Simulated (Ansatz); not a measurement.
SnGe in space group C2/m (No. 12; Sn on 2b, Ge on 2c) at seven volumes, plane-wave PAW PBE (Ansatz code), shape and atoms relaxed at each. One row is withheld.

```csv
V (Å³/atom),P (GPa)
22.213,?
22.945,4.00
23.677,1.83
24.409,0.00
25.142,-1.54
25.874,-2.84
26.606,-3.91
```

Task: Fit the shown pressures and predict the withheld one.

Result: P = (3/2)B₀(x^(7/2) − x^(5/2))[1 + (3/4)(B′ − 4)(x − 1)] with x = (V₀/V)^(2/3). Least squares on the six rows gives V₀ = 24.408 Å³/atom, B₀ = 55.8 GPa, B′ = 4.80. At V = 22.213, x = 1.0648 and P = 6.60 GPa. The run itself gave 6.58 GPa.

A made-up cell: these elements were put on the sites of a structure type; neither database checked (COD, Materials Project) lists it. Its standing as an ambient phase is unchecked. The PBE relaxation kept the symmetry of its start; its stability against distortions is not shown here. Spin–orbit coupling is left out wherever it is not named.

Potentials: the later of the program's two PAW sets.
